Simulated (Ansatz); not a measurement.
A generator proposed this cell of GeCl₅.

```cif
data_structure
_symmetry_space_group_name_H-M 'P6mm'
_symmetry_Int_Tables_number 183
_cell_length_a 4.9520
_cell_length_b 4.9520
_cell_length_c 8.3701
_cell_angle_alpha 90.000
_cell_angle_beta 90.000
_cell_angle_gamma 120.000
_cell_volume 177.75
loop_
_atom_site_label
_atom_site_type_symbol
_atom_site_symmetry_multiplicity
_atom_site_Wyckoff_symbol
_atom_site_fract_x
_atom_site_fract_y
_atom_site_fract_z
_atom_site_occupancy
Ge1 Ge 1 a 0.00000 0.00000 0.11270 1
Cl1 Cl 3 c 0.50000 0.00000 0.96280 1
Cl2 Cl 1 a 0.00000 0.00000 0.55965 1
Cl3 Cl 1 a 0.00000 0.00000 0.84870 1
```

Method: DFT PBE, scalar-relativistic, plane waves, PAW (Ansatz). Plane waves to 420 eV, a k mesh through Γ of 6×6×2 on the computed 6-atom cell and Gaussian smearing (0.10 eV); no spin polarisation.

Formation energies are uncorrected and refer to the elements' standard structures at the same level (Cl₂ as a molecule).

**Question.** What does a single point on this coarse mesh give?

**Answer.** The pressure is 13.1 GPa (the mean over three directions, positive in compression), the largest force is 2.74 eV/Å, and the energy is +0.72 eV/atom against the elements. The shortest distance is 2.21 Å.

**Question.** Is it a good guess?

**Answer.** A rough one: relaxing gains about 0.88 eV/atom (the start's value is from the coarse mesh, so the gain is rough) in 20 ionic steps and ends at −0.16 eV/atom on the finer mesh. The symmetry goes from P6mm (No. 183) to P6/mmm (No. 191). The volume per atom grows by 15.4 %, from 29.6 to 34.2 Å³. The shortest distance goes from 2.21 Å (Ge–Cl) to 2.23 Å (Ge–Cl). Conventional cell: a = 5.714 Å, c = 7.256 Å. Ge is surrounded by 2 Cl at 2.23 Å and 6 Cl at 2.86 Å; around Cl on a site of symmetry mmm lie 4 Cl at 2.86 Å, 2 Ge at 2.86 Å and 4 Cl at 3.62 Å; Cl on a site of symmetry 6mm is surrounded by 1 Ge at 2.23 Å, 1 Cl at 2.80 Å and 6 Cl at 3.62 Å.

The last run used a 12×12×6 mesh (in the run's order of axes) for its 6-atom cell and Gaussian smearing of 0.10 eV. Weakly bound directions are ill-defined at this level, which has no dispersion term. An odd number of electrons in the primitive cell allows no gap without spin; a larger cell or a magnetic state could open one. The cell is a metal run without spin; a magnetic state may lie lower. The relaxation can't lower the symmetry of the start, and the grade says only how near the guess is to its own end. Symmetry constrained the relaxation, so the result can be a saddle point.
